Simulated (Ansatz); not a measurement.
Consider a crystal of RbVS3 in space group Pm-3m (No. 221), with Rb on 1b; V on 1a; S on 3d. Recipe of this trial structure of RbVS3: perovskite family, tilts a0a0a0 (A site Rb; B site V; X site S).

The calculation used Ansatz 0.2.0, DFT PBE, scalar-relativistic, plane waves, PAW. Cutoff 420 eV, Γ-centred mesh, Gaussian smearing, no spin polarisation.

Energies over the elements count from the elements' standard structures at the same level, with no fitted energy shifts.

Q: Predict the relaxed structure.

A:

Space group Pm-3m (No. 221). a = 4.721 Å, b = 4.721 Å, c = 4.721 Å, α = 90.00°, β = 90.00°, γ = 90.00°
| atom | site | symmetry | x | y | z |
| --- | --- | --- | --- | --- | --- |
| Rb | 1b | m-3m | 0.5000 | 0.5000 | 0.5000 |
| V | 1a | m-3m | 0.0000 | 0.0000 | 0.0000 |
| S | 3d | 4/mm.m | 0.5000 | 0.0000 | 0.0000 |

It has the cubic perovskite type. Rb is surrounded by 12 S at 3.34 Å and 8 V at 4.09 Å; around V lie 6 S at 2.36 Å and 8 Rb at 4.09 Å; S has 2 V at 2.36 Å, 4 Rb at 3.34 Å and 8 S at 3.34 Å.

Q: And its energy and gap?

A: The formation energy is −0.70 eV/atom. The gap on the 8×8×8 mesh of the 5-atom cell is 0 eV (a metal). Whether it is stable depends on the other phases of the system, which aren't compared here.

The last run used Gaussian smearing of 0.10 eV. No Hubbard U is applied to the 3d shell of V. The reference form of S is held partly by dispersion forces, which this level lacks. Trial moments died out on the coarse mesh, so the last step has no spin; another magnetic start might hold. A structure relaxed within its symmetry needn't be a true minimum.
